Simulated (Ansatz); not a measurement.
# Structures of Cs3C: which is lowest?

Plane-wave DFT in Ansatz with scalar-relativistic PAW potentials, cutoff 420 eV, Γ-centred meshes chosen by cell and gap, Gaussian smearing with energies taken to zero width. Every cell was relaxed (cell and atoms) in a run of its own, within the symmetry of its start. Functional: PBE.

Relaxed structures (starts from databases or built by putting these elements on another compound's sites):
A. P6_3/mmc, 8 atoms in the computed cell, a = 12.592 Å, c = 4.402 Å; sites (symmetry × multiplicity) Cs mm2 × 6, C -6m2 × 2; start: built
B. Pm-3m, 4 atoms in the computed cell, a = 6.067 Å; sites (symmetry × multiplicity) Cs 4/mm.m × 3, C m-3m × 1; start: built

Task: Rank them by energy. Could pressure change the order?

Result:
| structure | group | E − E(lowest) (meV/atom) | V (Å³/atom) | gap on mesh (eV) |
| --- | --- | --- | --- | --- |
| A | P6_3/mmc | 0.0 | 75.56 | 0.00 |
| B | Pm-3m | 307 | 55.82 | 0.00 |

A is lowest, 307 meV/atom under B. B is denser by 19.74 Å³/atom, so pressure favours it: ΔE/ΔV, with ΔE in eV and 1 eV/Å³ = 160.2 GPa, gives about 2.5 GPa for equal enthalpy if both cells were rigid, a rough figure since the two compress differently. Other structures may lie lower than all of these, and vibrations aren't counted.

Spin-orbit coupling is left out, which matters for the bands of heavy elements. Magnetic cells started from one order each; another order can shift an energy by tens of meV per atom.